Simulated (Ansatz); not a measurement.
Si:
Space group Fd-3m, origin choice 1 (No. 227); a = b = c = 5.4015 Å, α = β = γ = 90.00°

```tsv
atom	site	symmetry	x	y	z
Si	8a	-43m	0.0000	0.0000	0.0000
```
(The calculation used a cell of 2 atoms; values per cell refer to that cell.)

Relaxed with LDA.

Question: Give the optical modes at the zone centre with their infrared activity from DFPT, plane-wave PAW LDA (Ansatz code).

Answer: Transverse frequencies, without the LO–TO term; a row sums one degenerate level.

```json
[
 {"ω (cm⁻¹)": "513", "degeneracy": "3", "IR ((D/Å)²/amu)": "0.00", "activity": "IR-inactive", "symmetry": "T2g"}
]
```

The cell was relaxed with LDA under the symmetry of its start; phonons on a q-mesh show no instability.

Potentials: the earlier of the program's two PAW sets.
